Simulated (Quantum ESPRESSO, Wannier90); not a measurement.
## Wannierisation of SiRu (CsCl type)

```xyz
2
Lattice="2.9161 0.0000 0.0000 0.0000 2.9161 0.0000 0.0000 0.0000 2.9161" Properties=species:S:1:pos:R:3 pbc="T T T"
Si     1.4581     1.4581     1.4581
Ru     0.0000     0.0000     0.0000
```

Materials Project entry mp-381; symmetrised, unrelaxed at this level. Not found in the COD (Crystallography Open Database) copy used; not checked further. Level: PBEsol, no spin polarisation, no spin-orbit coupling; pw.x of Quantum ESPRESSO at 68 Ry with PseudoDojo potentials, 10×10×10 k-points, Wannier90. Density: 10×10×10 mesh, cold smearing 0.01 Ry.

A tight-binding model is made by disentanglement and projection with no localisation steps (num_iter = 0), so the 13 orbitals stay atom-like: hydrogen-like Si: s;p; Ru: s;p;d, axes along x, y, z; frozen window up to 1.50 eV relative to the Fermi level. It follows pw.x to 2.3 meV rms for states up to 1.0 eV relative to the Fermi level. Matrix elements depend on this choice of orbitals and windows.

What are the on-site energies relative to the Fermi level, and how fast do the hoppings decay?


```
atom     orbitals  energy (eV)
----  -----------  -----------
Si1             s        -1.87
Si1      pz px py         4.39
Ru2             s         5.43
Ru2      pz px py        10.97
Ru2    dz2 dx2-y2        -1.90
Ru2   dxz dyz dxy        -1.94
```

```
distance of the centres (Å)  largest modulus (eV)
---------------------------  --------------------
2–3                                           2.1
4–5                                          0.35
5–6                                          0.47
6–7                                         0.036
7–8                                          0.11
8–9                                         0.014
9–10                                        0.013
10–11                                       0.011
11–12                                      0.0075
12–13                                      0.0049
```
